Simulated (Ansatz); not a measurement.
Theory: DFT PBE, scalar-relativistic, plane waves, PAW (Ansatz 0.2.0). Settings: cutoff 420 eV, Γ-centred meshes spaced at most about 0.3 Å⁻¹ (2π included), Gaussian smearing. No spin polarisation in the final relaxations.

These are static total energies at zero pressure. All come from trial cells, and lower structures may exist.

Question: These unrelaxed guesses for Sn2PbO3 are each relaxed within their symmetry. Order them by the energy at which they end, lowest first.
A.

```
Sn Pb O
1.0
     3.91066    0.00000    0.00000
     0.00000    3.91066    0.00000
     0.00000    0.00000   14.95080
Sn Pb O
4 2 6
Direct
  0.50000 0.50000 0.41230
  0.00000 0.00000 0.25437
  0.00000 0.00000 0.58770
  0.00000 0.00000 0.92103
  0.50000 0.50000 0.07897
  0.50000 0.50000 0.74563
  0.00000 0.50000 0.00000
  0.00000 0.50000 0.33333
  0.00000 0.50000 0.66667
  0.50000 0.00000 0.00000
  0.50000 0.00000 0.33333
  0.50000 0.00000 0.66667
```

B.

```
Sn Pb O
1.0
     3.90347    0.00000    0.00000
     0.00000    3.90347    0.00000
     0.00000    0.00000   15.00587
Sn Pb O
4 2 6
Direct
  0.00000 0.50000 0.91179
  0.00000 0.50000 0.57846
  0.50000 0.00000 0.08821
  0.50000 0.00000 0.42154
  0.00000 0.50000 0.24512
  0.50000 0.00000 0.75488
  0.50000 0.50000 0.83333
  0.50000 0.50000 0.16667
  0.50000 0.50000 0.50000
  0.00000 0.00000 0.83333
  0.00000 0.00000 0.16667
  0.00000 0.00000 0.50000
```

Answer: A (ends in P4mm, 0 meV/atom), B (ends in P4/nmm, 12 meV/atom).

Weakly bound directions are ill-defined at this level, which has no dispersion term (P4mm, P4/nmm), and this can change margins and order among such cells. These runs have no spin–orbit coupling, which can matter for Pb. Cells relaxed within their symmetry can be saddle points. Some types were kept out of the candidates beforehand, so the set may lack a known form.
